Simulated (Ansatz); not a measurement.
# What DFT gives for ReGeI3

```
Ge I Re
1.0
     6.19980    0.00000    0.00000
     0.00000    6.19980    0.00000
     0.00000    0.00000    6.19980
Ge I Re
1 3 1
Direct
  0.50000 0.50000 0.50000
  0.00000 0.50000 0.50000
  0.50000 0.00000 0.50000
  0.50000 0.50000 0.00000
  0.00000 0.00000 0.00000
```

Level: r2SCAN, no spin polarisation; 500 eV; 6×6×6 Γ-centred mesh; fermi-dirac occupations (width 0.1 eV); Ansatz 0.2.0, fixed geometry.

(1) What does the stress say?

(2) Describe some of the short contacts.

(3) Is it stable against the elements?

(4) Is there a gap?

Origin: a known structure type with other elements, at an estimated volume, so it need not be a known compound. Caveats: many states at the Fermi level without spin polarisation, so a magnetic state may lie lower.

Answers

(1) The pressure is -3.7 GPa (compression positive), so with the atoms held at these fractions the cell would first shrink.

(2) Ge–I at 3.10 Å: least valence density 0.20 e/Å³ and ELF 0.40 there. Re–I at 4.38 Å: least valence density 0.03 e/Å³ and ELF 0.05 there, so no covalent bond. These are pseudo-fields; inside the PAW spheres they differ from the all-electron ones.

(3) 2.11 eV an atom against the elements' usual phases (free molecules for gases, crystals otherwise, with no correction for O₂ or N₂), so at this geometry it isn't bound against them. Relaxing would lower it.

(4) It is a metal on this mesh, though the bands barely overlap, with about 14 states/eV a cell as the mean within 0.25 eV of the Fermi level, mostly Re d (73 %) and Re s (17 %).
